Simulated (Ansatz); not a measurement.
Question: Each is relaxed and computed with PBE in the plane-wave PAW code Ansatz. Which is the only metal?
A. KTaO3, cubic perovskite
B. SiC, zinc blende
C. Be2C, fluorite or antifluorite type
D. TaC, Cmcm (C on 4c, Ta on 4c)

Answer: D, TaC, Cmcm (C on 4c, Ta on 4c). TaC: metal; KTaO3: gap 2.16 eV (indirect); SiC: gap 1.37 eV (indirect); Be2C: gap 1.17 eV (indirect). Constructed cells (a structure type filled with these elements, in neither database checked): TaC, Cmcm (C on 4c, Ta on 4c). Not the usual ambient phase: TaC, Cmcm (C on 4c, Ta on 4c). Unstable at this level: KTaO3, cubic perovskite. All cells were relaxed under the symmetry of their starts (and spin orders); stability against distortions was not tested throughout. Rows with no word on spin ran without spin polarisation. Spin–orbit coupling is left out wherever it is not named.

Potentials: the later of the program's two PAW sets.
